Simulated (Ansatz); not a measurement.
Values for one crystal, relaxed and computed with plane-wave PAW HSE06 (Ansatz code); other levels are named.

```yaml
volume_per_atom: 10.86 Å³
band_gap: 5.02 eV (indirect)
Gap with spin–orbit coupling: 5.02 eV (at the special points and the edges found without it)
smallest_direct_gap_on_the_standard_path: 5.42 eV
Pressure derivative B′: 4.1
valence_band_maximum: at X
Bulk modulus (Birch–Murnaghan fit): 263 GPa
```

**Question.** Pick the material that matches.
A. Cu2O, Pn-3m (Cu on 4c, O on 2a)
B. MgO, P-6m2 (Mg on 1a, O on 1f)
C. CdF2, fluorite
D. ZrO2, fluorite

**Answer.** D, ZrO2, fluorite

Space group Fm-3m (fluorite). This is a known high-temperature phase of the composition, computed here at zero pressure and temperature. Symmetry was held in the HSE06 relaxation; whether a distortion lowers the energy is not shown. The run is not spin-polarised. The hybrid was solved on a coarse mesh, the path and, where they were found, the r²SCAN edge points; its band edges are the extreme levels among these. Spin–orbit coupling is left out wherever it is not named.

Potentials: the later of the program's two PAW sets.
